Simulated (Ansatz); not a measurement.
## TaP: computed property card

TaP:
```cif
data_P2Ta2
_chemical_formula_sum 'Ta2 P2'
_space_group_name_H-M_alt 'P 1'
_space_group_IT_number 1
_cell_length_a 6.10484
_cell_length_b 6.10484
_cell_length_c 6.10484
_cell_angle_alpha 148.540
_cell_angle_beta 148.540
_cell_angle_gamma 45.089
loop_
_space_group_symop_operation_xyz
  'x, y, z'
loop_
_atom_site_label
_atom_site_type_symbol
_atom_site_fract_x
_atom_site_fract_y
_atom_site_fract_z
_atom_site_occupancy
Ta1 Ta 0.99937 0.49937 0.50000 1
Ta2 Ta 0.24937 0.24937 0.00000 1
P1 P 0.41663 0.91663 0.50000 1
P2 P 0.66663 0.66663 0.00000 1
```

Space group I4_1md (No. 109); conventional cell a = b = 3.3101 Å, c = 11.2766 Å, α = β = γ = 90.00°.

Method: DFT-PBEsol in the program Ansatz with PAW potentials. Geometry: relaxed at this level of theory. Other levels are named where they apply.

Cell and energy:

- Volume per atom: 15.44 Å³
- Density: 11.39 g/cm³
- Formation energy from the elements (no fitted shifts): -1.04 eV/atom

Electronic structure:

- Electronic character = no gap, with almost no states at the Fermi level (zero-gap or semimetallic)
- Density of states at the Fermi level = 0.02 states/eV per atom (mean over ±0.08 eV)
- Gap with spin–orbit coupling = none (metallic)

Mechanics:

- Bulk modulus (Birch–Murnaghan fit): 217 GPa
- Pressure derivative B′: 4.1

Phonons:

Highest zone-centre frequency: 410 cm⁻¹
Zone-centre stability: no imaginary mode at Γ

The workflow started from a Materials Project entry (that database holds measured and hypothetical structures alike); the Crystallography Open Database copy checked does not list it. COD files the formula under space group No. 141. Its standing as an ambient phase is unchecked. The cell was relaxed with PBEsol under the symmetry of its start. No spin polarisation was allowed. A small band overlap can be real or an error of a semilocal functional. As this level gives no gap, phonon frequencies hold no LO–TO term and depend on the k-mesh and smearing (Fermi–Dirac, 0.1 eV here). The references are the lowest solids computed at this level, not always the standard phases. Scalar-relativistic: spin–orbit coupling is off unless named, which matters more the heavier the elements.

Potentials: the earlier of the program's two PAW sets. The files were generated under PBE; for other functionals the program regenerates the frozen cores, and for LDA and PBEsol the local potential too.
